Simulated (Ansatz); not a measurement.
NbSi2 (MoSi2 or CaC2 type, space group No. 139) at seven volumes, DFT-PBE in the program Ansatz with PAW potentials, shape and atoms relaxed at each. One row is withheld.

```csv
V (Å³/atom),P (GPa)
13.499,19.53
13.944,11.96
14.389,5.51
14.834,0.00
15.279,?
15.724,-8.65
16.169,-11.99
```

Fit the shown pressures and predict the withheld one.

P = (3/2)B₀(x^(7/2) − x^(5/2))[1 + (3/4)(B′ − 4)(x − 1)] with x = (V₀/V)^(2/3). Least squares on the six rows gives V₀ = 14.835 Å³/atom, B₀ = 168 GPa, B′ = 4.37. At V = 15.279, x = 0.9805 and P = -4.65 GPa. The run itself gave -4.69 GPa.

Space group I4/mmm (MoSi2 or CaC2 type). The cell is a constructed one: a structure type filled with these elements; neither database checked (COD, Materials Project) lists it. COD files the formula under space group No. 180, 181, so this cell is another polymorph or a model. Its standing as an ambient phase is unchecked. Symmetry was held in the PBE relaxation; its stability against distortions is not shown here. The run is not spin-polarised.

Potentials: the later of the program's two PAW sets.
